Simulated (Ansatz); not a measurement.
**Is this LiSnF3 structure stable?**

The structure comes from a generated guess, relaxed at this level; another structure or a mixture of phases may lie lower.

Theory: Ansatz, DFT PBE, scalar-relativistic, plane waves, PAW. Settings of the last relaxation (5-atom cell): 420 eV, 6×6×6 k points, Gaussian smearing of 0.02 eV, no spin polarisation.

```xyz
5
Lattice="2.9090 1.6795 2.4987 -2.9090 1.6795 2.4987 0.0000 -3.3590 2.4987" Properties=species:S:1:pos:R:3 pbc="T T T"
Li    0.0000    0.0000    7.3290
Sn    0.0000    0.0000    3.0136
F    -1.3758    0.7943    1.5618
F     0.0000   -1.5887    1.5618
F     1.3758    0.7943    1.5618
```

The zero of energy is the elements' standard structures at the same level (F₂ as a molecule); no fitted shifts are applied. The references include grey tin.

Problem. These tests were run: energy against the elements; phonons on a 2×2×2 q mesh; elastic tensor. What do they show?

Solution.

```
                       test                                                                                    result
energy against the elements                                                                            −2.524 eV/atom
  phonons on a 2×2×2 q mesh  no imaginary mode on the mesh, but the interpolation dips to 22i cm⁻¹ between its points
             elastic tensor                                                                   least eigenvalue -2 GPa
```

It fails one test: elastic tensor. So it isn't even a local minimum. Undecided within the accuracy: phonons on a 2×2×2 q mesh.

The run for the phonons used a 6×6×6 k mesh. The run for the elastic tensor used a 6×6×6 k mesh.
